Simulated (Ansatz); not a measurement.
# Li in Ansatz, settings compared

The command:

```bash
ansatz run input.yaml --threads 1 --pin off --max-ram 2560MiB --backend cpu --events-out ev --progress --plain --runs-dir out
```

input.yaml:

```yaml
crystal:
  lattice:
    - [-1.554654, 1.554654, 1.280025]
    - [1.554654, -1.554654, 1.280025]
    - [1.554654, 1.554654, -1.280025]
  atoms:
    - { symbol: Li, position: [0.0, 0.0, 0.0] }
  symmetry: { tolerance: 0.0003 }
kpoints:
  mp_grid: { grid: [9, 9, 9], shift: [0, 0, 0] }
magnetization:
  spin_polarized: false
scf:
  occupations: { method: fermi_dirac, width: 0.0104 }
hamiltonian:
  pseudopotentials: { kind: paw }
  xc: r2scan
basis:
  ecutwfc: 500
output:
  forces: true
  stress: true
  eigenvalues: true
  write_density: true
  write_potential: true
  elf: true
  volumetric_format: npy
relax:
  max_steps: 40
  cell: {}
```

Origin of the cell: a known structure type with other elements, at an estimated volume, so it need not be a known compound.

Output of this run (shortened):

```
SCF iter   1: F=—  HF=-204.838438 eV  Δρ=2.96e-3  dr2=2.98e-4  dr2_τ=1.97e-3
SCF iter   2: F=—  HF=-204.840500 eV  Δρ=1.57e-3  dr2=9.03e-5  dr2_τ=3.76e-6  defer=35
SCF iter   3: F=—  HF=-204.840525 eV  Δρ=1.43e-4  dr2=7.41e-7  dr2_τ=3.26e-7  defer=35
SCF iter   4: F=-204.840526 eV  HF=-204.840526 eV  Δρ=3.68e-5  dr2=5.85e-8  dr2_τ=3.86e-9  defer=35
SCF iter   5: F=-204.840526 eV  HF=-204.840526 eV  Δρ=8.68e-6  dr2=3.22e-9  dr2_τ=8.61e-11  defer=35
SCF iter   6: F=-204.840526 eV  HF=-204.840526 eV  Δρ=9.87e-7  dr2=4.80e-11  dr2_τ=1.03e-12
relax step   1: F+E_penalty+E_count = -204.840526 eV  Δ(F+E_penalty+E_count) = +0.000e0 eV  max|allowed force component| = 0.000e0 eV/Å  Δτ_max = 0.0000 Å  P = +16.435 GPa  Ω = 12.375 Å³  (6 […]
relax step   2: F+E_penalty+E_count = -204.977774 eV  Δ(F+E_penalty+E_count) = -1.372e-1 eV  max|allowed force component| = 0.000e0 eV/Å  Δτ_max = 0.0000 Å  P = +10.023 GPa  Ω = 14.057 Å³  en […]
relax step   3: F+E_penalty+E_count = -205.063809 eV  Δ(F+E_penalty+E_count) = -8.603e-2 eV  max|allowed force component| = 0.000e0 eV/Å  Δτ_max = 0.0000 Å  P = +5.764 GPa  Ω = 15.816 Å³  ene […]
relax step   4: F+E_penalty+E_count = -205.113165 eV  Δ(F+E_penalty+E_count) = -4.936e-2 eV  max|allowed force component| = 0.000e0 eV/Å  Δτ_max = 0.0000 Å  P = +2.855 GPa  Ω = 17.670 Å³  ene […]
relax step   5: F+E_penalty+E_count = -205.135380 eV  Δ(F+E_penalty+E_count) = -2.221e-2 eV  max|allowed force component| = 0.000e0 eV/Å  Δτ_max = 0.0000 Å  P = +0.820 GPa  Ω = 19.660 Å³  ene […]
relax step   6: F+E_penalty+E_count = -205.138140 eV  Δ(F+E_penalty+E_count) = -2.761e-3 eV  max|allowed force component| = 0.000e0 eV/Å  Δτ_max = 0.0000 Å  P = +0.057 GPa  Ω = 20.689 Å³  ene […]
relax step   7: F+E_penalty+E_count = -205.138152 eV  Δ(F+E_penalty+E_count) = -1.179e-5 eV  max|allowed force component| = 0.000e0 eV/Å  Δτ_max = 0.0000 Å  P = +0.000 GPa  Ω = 20.774 Å³  ene […]
relax step   8: F+E_penalty+E_count = -205.139044 eV  Δ(F+E_penalty+E_count) = -8.919e-4 eV  max|allowed force component| = 0.000e0 eV/Å  Δτ_max = 0.0000 Å  P = +0.039 GPa  Ω = 20.774 Å³  stress off target by 5.90e-2 GPa […]
relax step   9: F+E_penalty+E_count = -205.139052 eV  Δ(F+E_penalty+E_count) = -8.424e-6 eV  max|allowed force component| = 0.000e0 eV/Å  Δτ_max = 0.0000 Å  P = +0.004 GPa  Ω = 20.831 Å³  ene […]
relax step  10: F+E_penalty+E_count = -205.139054 eV  Δ(F+E_penalty+E_count) = -1.850e-6 eV  max|allowed force component| = 0.000e0 eV/Å  Δτ_max = 0.0000 Å  P = +0.004 GPa  Ω = 20.831 Å³  stress off target by 1.87e-2 GPa […]
SCF 10 converged in 4 iterations: F = -205.139054 eV  dr2 = 2.19e-12
basis re-selected at this cell: Δ(F+E_penalty+E_count) = -1.850e-6 eV, ΔP = -0.000 GPa vs the last step (what re-selecting the basis moved, of the pressure what is left beyond the Pulay corre […]
SCF converged after 4 iterations
Free energy (F): -205.139054 eV
Harris-Foulkes:  -205.139054 eV  (|F-HF|=4.91e-11)
Internal energy: -205.138945 eV  (E = F + TS)
E sigma→0 (E₀):  -205.139000 eV
Entropy (-TS):   -0.000109 eV (-0.109 meV/atom)
Fermi energy:    1.107169 eV
--- Per-component energies (eV) ---
  E_band       = -94.847388
  E_kinetic    = 21.140447
  E_local      = -133.153799  (includes V_loc(G=0)·N_el)
  E_nonlocal   = -33.325433
  E_hartree    = 39.589781
  E_xc         = -9.602540
  E_vxc        = -13.678623  (∫ρ·V_xc dr)
  E_paw        = -21.817897  (= ΣΔE_a)
  E_vpaw       = -15.835633  (= ΣTr[D̂ρ^β])
  E_aug_tail   = -0.000103  (compensation charges beyond the density's cutoff)
  E_vtau       = 0.826193  (kinetic-family band-sum trace: ∫τ·v_τ [+ j·A + Jᵃ·Aᵃ] dr)
  E_ewald      = -67.969402
  E_smearing   = -0.000109  (= −TS)
  Σ components = -205.139054   (vs F -205.139054, Δ=0.00e0)
--- Forces (eV/Å), atoms counted from 1 ---
  atom   1  Li     0.000000     0.000000     0.000000
  max |Σ_I F_I| component: 0.0 eV/Å
--- Stress (GPa, compression-positive) ---
       -0.002905      -0.000000       0.000000
       -0.000000      -0.002905       0.000000
       -0.000000      -0.000000       0.018735
  P = ⅓ Tr σ = 0.0043 GPa (0.043 kbar)
--- Relaxed structure (8 steps of the walk, 8 accepted, 2 SCFs on fresh bases) ---
  F+E_penalty+E_count = -205.139054 eV   max|allowed force component| = 0.000e0 eV/Å   (the final SCF, on the basis selected at the relaxed cell)
  cell:  # Å, volume = 20.8307 Å³
    - [-1.822919, 1.822919, 1.567142]
    - [1.822919, -1.822919, 1.567142]
    - [1.822919, 1.822919, -1.567142]
  atoms:
    - { symbol: Li, position: [0.0, 0.0, 0.0] }
```

The same input was run again with these changes:

1. `basis.xc_grid` default → 1
2. `scf.occupations.method` fermi_dirac → methfessel_paxton; `scf.occupations.width` 0.0104 → 0.3
3. `basis.xc_grid` default → 4; `basis.ecutrho_ratio` default → 12; `basis.ecutwfc` 500 → "800 eV"

```
 run        end  SCF iterations  volume (Å³/atom)  max force component (eV/Å)  moment (μB)  ΔE(σ→0) (meV/atom)
base  converged              48             20.83                       0.000            –                   0
   1  converged              40             20.78                       0.000            –               -0.01
   2  converged              56             20.94                       0.000            –               -1.61
   3  converged              35             20.83                       0.000            –               -0.24
```

Energies are compared only where functional, datasets, charge and starting cell are the same.

Caveats of the base run: no moments, though an odd count or open d shells may carry them; the k mesh is coarse if the cell is a metal; the relaxation held the start's symmetry, so the end may be a saddle point.

Run 2: wide smearing.

Time of the base run: 7.8 s of wall time on 1 CPU thread(s) of a shared host, from the program's own first density.
